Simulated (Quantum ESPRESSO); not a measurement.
Simulation results for GeB$_{3}$P$_{3}$C (made-up cell), Al$_{2}$ZnSiN$_{4}$ (made-up cell)

Computed with Quantum ESPRESSO 7.5. Calculation on a made-up crystal cell, not a measurement: periodic Kohn-Sham density functional theory in plane waves with PseudoDojo standard norm-conserving scalar-relativistic pseudopotentials, each functional with its own files (v0.5 for PBE, v0.4.1 for LDA and PBEsol), no spin polarisation, no spin-orbit coupling, atoms not relaxed, stress positive in tension, energies less a fixed whole-eV offset for each atom's element; levels are Kohn-Sham levels at fractions of this cell's reciprocal vectors, counted from the reference band (half the neutral cell's valence electrons, rounded up) at Gamma; error bars cover cutoff and k-mesh only, not smearing or the files; added strain carries the atoms with the cell, and shear is the tensor component; each bar is the largest change over components, and at least 0.002 eV, 0.002 eV per angstrom or 0.02 GPa; energies are for the whole cell, and the offsets were chosen from early runs and are not element reference energies.

Settings shared by all entries: functional pbe; scf tolerance 1e-07 eV; electrons removed 0.

(1) GeB$_{3}$P$_{3}$C (made-up cell)

Unstrained structure:
```
GeB3P3C
1.0
      4.6550     0.0000     0.0000
      0.0000     4.6550     0.0000
      0.0000     0.0000     4.6550
B Ge P C P
3 1 2 1 1
Direct
  -0.02075 0.00019 -0.00651
  0.00183 0.50150 0.47996
  0.49401 -0.00505 0.49495
  0.47987 0.49871 -0.00681
  0.26071 0.22277 0.24623
  0.20668 0.75390 0.73306
  0.73396 0.24799 0.71579
  0.75478 0.74451 0.26071
```

- lattice type: zincblende/diamond
- cutoff: 1116 eV
- fermi dirac smearing: 0.1 eV
- added strain kind: biaxial xx and yy
- added strain: 0.0123
- k mesh: 6 x 6 x 6, shifted by half a step
- structure shown: before the added strain of 0.0123
- free energy less offsets: -0.2386 eV
- smearing term minus ts: -0.001484 eV
- scf iterations: 11
- pressure: -1.933 GPa
- stress xx: 3.823 GPa
- stress yy: 2.357 GPa
- stress zz: -0.381 GPa
- stress yz: 6.454 GPa
- stress xz: -3.309 GPa
- stress xy: -3.026 GPa
- fermi level: 0.1912 eV
- reference band: 21
- error bar energy: 0.002 eV
- error bar stress: 0.02 GPa
- error bar force: 0.002 eV/Å
- error bar next band up: 0.002 eV
- error bar fermi level: 0.01491 eV
- error bars from: tighter rerun of a related cell

Atoms:
```tsv
atoms element	atom site	atom energy offset (eV)
B	1	-79
B	2	-79
B	3	-79
Ge	4	-2430
P	5	-189
P	6	-189
C	7	-163
P	8	-189
```

Forces:
```tsv
site	x (eV/Å)	y (eV/Å)	z (eV/Å)
1	-0.9398	1.043	-1.22
2	-1.404	-2.57	1.301
3	1.682	0.8304	1.836
4	3.936	-1.243	-4.271
5	-4.676	-2.278	2.667
6	-0.5739	2.385	-1.35
7	0.7205	-0.8501	0.202
8	1.255	2.683	0.8343
```

Levels:
```tsv
level k point	next band up (eV)
Gamma	0.2458
(1/2,1/2,1/2)	1.576
(0.15,0,0)	0.6268
(0,0.15,0)	0.6034
(0,0,0.15)	0.5572
```

(2) GeB$_{3}$P$_{3}$C (made-up cell)

Structure as in entry 1.

* lattice type: zincblende/diamond
* cutoff: 1116 eV
* fermi dirac smearing: 0.1 eV
* added strain kind: biaxial xx and yy
* added strain: 0.0159
* k mesh: 6 x 6 x 6, shifted by half a step
* structure shown: before the added strain of 0.0159
* free energy less offsets: -0.2219 eV
* smearing term minus ts: -0.001492 eV
* scf iterations: 11
* pressure: -2.911 GPa
* stress xx: 5.001 GPa
* stress yy: 3.57 GPa
* stress zz: 0.1633 GPa
* stress yz: 6.314 GPa
* stress xz: -3.188 GPa
* stress xy: -2.993 GPa
* fermi level: 0.1873 eV
* reference band: 21
* error bar energy: 0.002 eV
* error bar stress: 0.02 GPa
* error bar force: 0.002 eV/Å
* error bar next band up: 0.002 eV
* error bar fermi level: 0.01491 eV
* error bars from: tighter rerun of a related cell

Atoms:
```tsv
atoms element	atom site	atom energy offset (eV)
B	1	-79
B	2	-79
B	3	-79
Ge	4	-2430
P	5	-189
P	6	-189
C	7	-163
P	8	-189
```

Forces:
```tsv
site	x (eV/Å)	y (eV/Å)	z (eV/Å)
1	-0.9236	1.023	-1.205
2	-1.397	-2.522	1.285
3	1.663	0.831	1.798
4	3.89	-1.237	-4.201
5	-4.616	-2.235	2.617
6	-0.5535	2.342	-1.318
7	0.7041	-0.8446	0.2125
8	1.232	2.643	0.8112
```

Levels:
```tsv
level k point	next band up (eV)
Gamma	0.2428
(1/2,1/2,1/2)	1.535
(0.15,0,0)	0.6285
(0,0.15,0)	0.6057
(0,0,0.15)	0.5432
```

(3) Al$_{2}$ZnSiN$_{4}$ (made-up cell)

Unstrained structure:
```
Al2ZnSiN4
1.0
      3.1825     0.0000     0.0000
      0.0000     5.5123     0.0000
      0.0000     0.0000     5.1971
Si Al Zn Al N
1 1 1 1 4
Direct
  -0.02696 0.01482 0.02580
  0.49895 0.51031 -0.01518
  0.46338 0.14502 0.48731
  0.00009 0.66203 0.49932
  -0.01826 -0.01279 0.39014
  0.52214 0.48717 0.36055
  0.48984 0.17011 0.88596
  -0.02564 0.64681 0.87202
```

* lattice type: wurtzite
* cutoff: 1143 eV
* fermi dirac smearing: 0.025 eV
* added strain kind: shear xy
* added strain: -0.0236
* k mesh: 6 x 4 x 4, shifted by half a step
* structure shown: before the added strain of -0.0236
* free energy less offsets: -2.403 eV
* smearing term minus ts: 0 eV
* scf iterations: 13
* pressure: -7.487 GPa
* stress xx: 2.706 GPa
* stress yy: 5.682 GPa
* stress zz: 14.07 GPa
* stress yz: -0.5542 GPa
* stress xz: -0.1334 GPa
* stress xy: -11.24 GPa
* error bar energy: 0.002 eV
* error bar stress: 0.02883 GPa
* error bar force: 0.002 eV/Å
* error bars from: tighter rerun of a related cell

Atoms:
```tsv
atoms element	atom site	atom energy offset (eV)
Si	1	-115
Al	2	-64
Zn	3	-5687
Al	4	-64
N	5	-283
N	6	-283
N	7	-283
N	8	-283
```

Forces:
```tsv
site	x (eV/Å)	y (eV/Å)	z (eV/Å)
1	0.3811	-0.849	0.5399
2	-1.959	-1.185	2.437
3	1.911	1.934	0.8262
4	0.3355	-1.458	-1.42
5	-1.679	-1.698	-4.14
6	-1.074	2.013	0.2624
7	-0.2618	-2.053	1.951
8	2.346	3.296	-0.4571
```

(4) Al$_{2}$ZnSiN$_{4}$ (made-up cell)

Structure as in entry 3.

* lattice type: wurtzite
* cutoff: 1143 eV
* fermi dirac smearing: 0.025 eV
* added strain kind: shear xy
* added strain: -0.0133
* k mesh: 6 x 4 x 4, shifted by half a step
* structure shown: before the added strain of -0.0133
* free energy less offsets: -2.516 eV
* smearing term minus ts: 0 eV
* scf iterations: 13
* pressure: -7.969 GPa
* stress xx: 3.49 GPa
* stress yy: 6.176 GPa
* stress zz: 14.24 GPa
* stress yz: -0.4647 GPa
* stress xz: -0.0373 GPa
* stress xy: -8.221 GPa
* error bar energy: 0.002 eV
* error bar stress: 0.02883 GPa
* error bar force: 0.002 eV/Å
* error bars from: tighter rerun of a related cell

Atoms:
```tsv
atoms element	atom site	atom energy offset (eV)
Si	1	-115
Al	2	-64
Zn	3	-5687
Al	4	-64
N	5	-283
N	6	-283
N	7	-283
N	8	-283
```

Forces:
```tsv
site	x (eV/Å)	y (eV/Å)	z (eV/Å)
1	0.3442	-0.8558	0.5387
2	-1.717	-1.115	2.369
3	1.551	1.87	0.763
4	0.2669	-1.524	-1.463
5	-1.315	-1.62	-4.089
6	-0.9386	2.055	0.3145
7	-0.2712	-2.046	1.95
8	2.079	3.235	-0.3839
```

(5) Al$_{2}$ZnSiN$_{4}$ (made-up cell)

Structure as in entry 3.

* lattice type: wurtzite
* cutoff: 1143 eV
* fermi dirac smearing: 0.025 eV
* added strain kind: shear xy
* added strain: -0.011
* k mesh: 6 x 4 x 4, shifted by half a step
* structure shown: before the added strain of -0.011
* free energy less offsets: -2.536 eV
* smearing term minus ts: 0 eV
* scf iterations: 13
* pressure: -8.059 GPa
* stress xx: 3.642 GPa
* stress yy: 6.259 GPa
* stress zz: 14.28 GPa
* stress yz: -0.4457 GPa
* stress xz: -0.01801 GPa
* stress xy: -7.553 GPa
* error bar energy: 0.002 eV
* error bar stress: 0.02883 GPa
* error bar force: 0.002 eV/Å
* error bars from: tighter rerun of a related cell

Atoms:
```tsv
atoms element	atom site	atom energy offset (eV)
Si	1	-115
Al	2	-64
Zn	3	-5687
Al	4	-64
N	5	-283
N	6	-283
N	7	-283
N	8	-283
```

Forces:
```tsv
site	x (eV/Å)	y (eV/Å)	z (eV/Å)
1	0.336	-0.859	0.5397
2	-1.664	-1.1	2.355
3	1.474	1.858	0.7507
4	0.2524	-1.538	-1.471
5	-1.237	-1.603	-4.079
6	-0.9091	2.063	0.3246
7	-0.2735	-2.044	1.949
8	2.021	3.223	-0.3694
```

(6) Al$_{2}$ZnSiN$_{4}$ (made-up cell)

Structure as in entry 3.

* lattice type: wurtzite
* cutoff: 1143 eV
* fermi dirac smearing: 0.025 eV
* added strain kind: shear xy
* added strain: -0.0048
* k mesh: 6 x 4 x 4, shifted by half a step
* structure shown: before the added strain of -0.0048
* free energy less offsets: -2.583 eV
* smearing term minus ts: 0 eV
* scf iterations: 13
* pressure: -8.275 GPa
* stress xx: 4.003 GPa
* stress yy: 6.455 GPa
* stress zz: 14.37 GPa
* stress yz: -0.3944 GPa
* stress xz: 0.03487 GPa
* stress xy: -5.744 GPa
* error bar energy: 0.002 eV
* error bar stress: 0.02883 GPa
* error bar force: 0.002 eV/Å
* error bars from: tighter rerun of a related cell

Atoms:
```tsv
atoms element	atom site	atom energy offset (eV)
Si	1	-115
Al	2	-64
Zn	3	-5687
Al	4	-64
N	5	-283
N	6	-283
N	7	-283
N	8	-283
```

Forces:
```tsv
site	x (eV/Å)	y (eV/Å)	z (eV/Å)
1	0.314	-0.8687	0.5445
2	-1.522	-1.063	2.32
3	1.263	1.829	0.7205
4	0.2141	-1.571	-1.491
5	-1.023	-1.564	-4.054
6	-0.8302	2.08	0.3492
7	-0.2797	-2.031	1.944
8	1.864	3.19	-0.3332
```

(7) Al$_{2}$ZnSiN$_{4}$ (made-up cell)

Structure as in entry 3.

- lattice type: wurtzite
- cutoff: 1143 eV
- fermi dirac smearing: 0.025 eV
- added strain kind: shear xy
- added strain: 0.009
- k mesh: 6 x 4 x 4, shifted by half a step
- structure shown: before the added strain of 0.009
- free energy less offsets: -2.642 eV
- smearing term minus ts: 0 eV
- scf iterations: 13
- pressure: -8.601 GPa
- stress xx: 4.593 GPa
- stress yy: 6.666 GPa
- stress zz: 14.54 GPa
- stress yz: -0.2858 GPa
- stress xz: 0.143 GPa
- stress xy: -1.731 GPa
- error bar energy: 0.002 eV
- error bar stress: 0.02883 GPa
- error bar force: 0.002 eV/Å
- error bars from: tighter rerun of a related cell

Atoms:
```tsv
atoms element	atom site	atom energy offset (eV)
Si	1	-115
Al	2	-64
Zn	3	-5687
Al	4	-64
N	5	-283
N	6	-283
N	7	-283
N	8	-283
```

Forces:
```tsv
site	x (eV/Å)	y (eV/Å)	z (eV/Å)
1	0.2665	-0.9018	0.5664
2	-1.214	-0.9903	2.252
3	0.8044	1.779	0.6691
4	0.1353	-1.629	-1.521
5	-0.561	-1.492	-4.01
6	-0.6603	2.102	0.3895
7	-0.2953	-1.992	1.923
8	1.524	3.125	-0.2681
```

(8) Al$_{2}$ZnSiN$_{4}$ (made-up cell)

Structure as in entry 3.

- lattice type: wurtzite
- cutoff: 1143 eV
- fermi dirac smearing: 0.025 eV
- added strain kind: shear xy
- added strain: 0.0152
- k mesh: 6 x 4 x 4, shifted by half a step
- structure shown: before the added strain of 0.0152
- stress xx: —

Atoms:
```tsv
atoms element	atom site	atom energy offset (eV)
Si	1	-115
Al	2	-64
Zn	3	-5687
Al	4	-64
N	5	-283
N	6	-283
N	7	-283
N	8	-283
```

Question: What stress xx does the calculation give for Al$_{2}$ZnSiN$_{4}$ (made-up cell) (entry 8)?
Answer: 4.758 GPa

Further results for Al$_{2}$ZnSiN$_{4}$ (made-up cell) (entry 8):

* free energy less offsets: -2.648 eV
* smearing term minus ts: 0 eV
* scf iterations: 13
* pressure: -8.676 GPa
* stress yy: 6.66 GPa
* stress zz: 14.61 GPa
* stress yz: -0.2384 GPa
* stress xz: 0.1915 GPa
* stress xy: 0.07588 GPa
* error bar energy: 0.002 eV
* error bar stress: 0.02883 GPa
* error bar force: 0.002 eV/Å
* error bars from: tighter rerun of this cell

Forces:
```tsv
site	x (eV/Å)	y (eV/Å)	z (eV/Å)
1	0.2465	-0.923	0.5817
2	-1.079	-0.9607	2.227
3	0.5981	1.764	0.6531
4	0.1001	-1.65	-1.529
5	-0.3529	-1.465	-3.996
6	-0.584	2.105	0.4017
7	-0.3043	-1.968	1.908
8	1.376	3.099	-0.246
```
